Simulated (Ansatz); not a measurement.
C in space group Fd-3m (No. 227; C on 8b, C on 32e), DFT-PBE in the program Ansatz with PAW potentials. The conduction-band minimum lies on the K–Γ line, 11 % of the way from K, with 12 equivalent valleys. Second derivatives d²E/dk² of the lowest band at one valley (eV·Å²), along Cartesian directions:

```csv
direction,d²E/dk²
[100],0.8468
[010],4.008
[001],4.008
[110],2.424
[101],2.424
[011],2.235
```

**Question.** Find the principal effective masses, the density-of-states mass and the conductivity mass.

**Answer.** Off-diagonal terms follow from H_xy = H[110] − (H_xx + H_yy)/2, and m*/mₑ = 7.620 eV·Å² over each eigenvalue: 1.3, 3.4, 9.0. One valley's DOS mass (m₁m₂m₃)^(1/3) = 3.4, conductivity mass 3/(Σ 1/mᵢ) = 2.6 mₑ.

**Question.** What effective density of states Nc follows at 300 K for parabolic valleys?

**Answer.** Nc = 2.509e19 × 12 × (3.4)^(3/2) ≈ 1.9e21 cm⁻³.

The start of the workflow was typed in or built on a structure type. Its sites differ from those of the usual phase in this space group: another stacking or structure type. Symmetry was held in the PBE relaxation; its stability against distortions is not shown here.

Potentials: the earlier of the program's two PAW sets.

Edges and masses are those of Kohn–Sham bands, whose gap is no quasiparticle gap.
